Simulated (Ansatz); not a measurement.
NiS₂:
```xyz
6
Lattice="5.1571 0.0000 0.0000 0.0000 5.2846 0.0000 0.0000 0.0000 29.0000" Properties=species:S:1:pos:R:3 pbc="T T F"
Ni     0.0000     2.6423    14.5000
Ni     2.5785     0.0000    14.5000
S      4.5622     4.6320    13.9170
S      1.9837     3.2949    15.0830
S      3.1734     1.9897    13.9170
S      0.5948     0.6526    15.0830
```
Free-standing layer in the xy plane with vacuum along z and no interaction between images.

In-plane strain on the r²SCAN+D4-relaxed layer, atoms relaxed; plane-wave PAW r²SCAN+D4 (Ansatz code). Band edges on the k-mesh, from the upper vacuum level. Strained cells keep their symmetry and size, so buckling under compression is not allowed; words on stability below refer to the unstrained layer.

```csv
strain x / y (%),ΔE (meV/atom),tension xx (N/m),tension yy (N/m),thickness (Å),VBM (eV),CBM (eV)
-4 / -4,[?],[?],[?],[?],[?],[?]
-2 / -2,8.7,-1.04,-2.05,1.28,-5.46,-4.06
-1 / 0,[?],[?],[?],[?],[?],[?]
0 / -1,1.5,0.03,-1.05,1.19,-5.44,-4.28
0 / 0,0.0,0.00,0.00,1.17,-5.44,-4.35
0 / 1,1.4,-0.02,1.01,1.14,-5.43,-4.42
1 / 0,0.9,0.62,-0.03,1.14,-5.43,-4.42
2 / 2,9.1,1.24,1.92,1.06,-5.42,-4.64
4 / 4,36.6,2.58,3.64,0.97,-5.41,-4.92
```

**Question.** Fill in the missing entries.

**Answer.** 
- -4 / -4, ΔE (meV/atom): 33.9
- -4 / -4, tension xx (N/m): -1.86
- -4 / -4, tension yy (N/m): -4.20
- -4 / -4, thickness (Å): 1.39
- -4 / -4, VBM (eV): -5.43
- -4 / -4, CBM (eV): -3.87
- -1 / 0, ΔE (meV/atom): 0.8
- -1 / 0, tension xx (N/m): -0.59
- -1 / 0, tension yy (N/m): 0.03
- -1 / 0, thickness (Å): 1.20
- -1 / 0, VBM (eV): -5.44
- -1 / 0, CBM (eV): -4.28

Space group P2_1/c. The layer was cut from a bulk entry of the Materials Project (measured or hypothetical); whether that bulk phase is the ambient one, and whether the layer has been isolated, was not checked. The cell was relaxed with r²SCAN+D4 under the symmetry of its start; its stability against distortions is not shown here. The workflow began spin-polarised and lost its moments.

Potentials: the later of the program's two PAW sets.

Edges and masses are those of Kohn–Sham bands, whose gap is no quasiparticle gap.
